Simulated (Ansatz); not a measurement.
Given:

AlPd₃N:
```
AlPd3N
1.0
    4.13122     0.00000     0.00000
    0.00000     4.13122     0.00000
    0.00000     0.00000     4.13122
Al Pd N
1 3 1
Cartesian
  0.00000   0.00000   0.00000
  0.00000   2.06561   2.06561
  2.06561   0.00000   2.06561
  2.06561   2.06561   0.00000
  2.06561   2.06561   2.06561
```

This is the PBE-relaxed structure.

### Question
All from PBE in the plane-wave PAW code Ansatz, unless another level is named. Estimate the electronic character.

### Answer
metallic (no gap).

### Question
Next, the density of states at the Fermi level?

### Answer
0.27 states/eV per atom (mean over ±0.08 eV).

### Question
Give the formation energy from the elements (no fitted shifts).

### Answer
0.036 eV/atom.

### Question
What about the gap with spin–orbit coupling?

### Answer
none (metallic).

Space group Pm-3m (anti-perovskite). The start of the workflow was typed in or built on a structure type; neither database checked (COD, Materials Project) lists it. Its standing as an ambient phase is unchecked. The PBE relaxation kept the symmetry of its start; its stability against distortions is not shown here. The run is not spin-polarised. The volume moved by 19 % from the start of the relaxation. The references are the lowest solids computed at this level, not always the standard phases (solids in place of the gases). Scalar-relativistic: spin–orbit coupling is off unless named, which matters more the heavier the elements.

Potentials: the later of the program's two PAW sets.
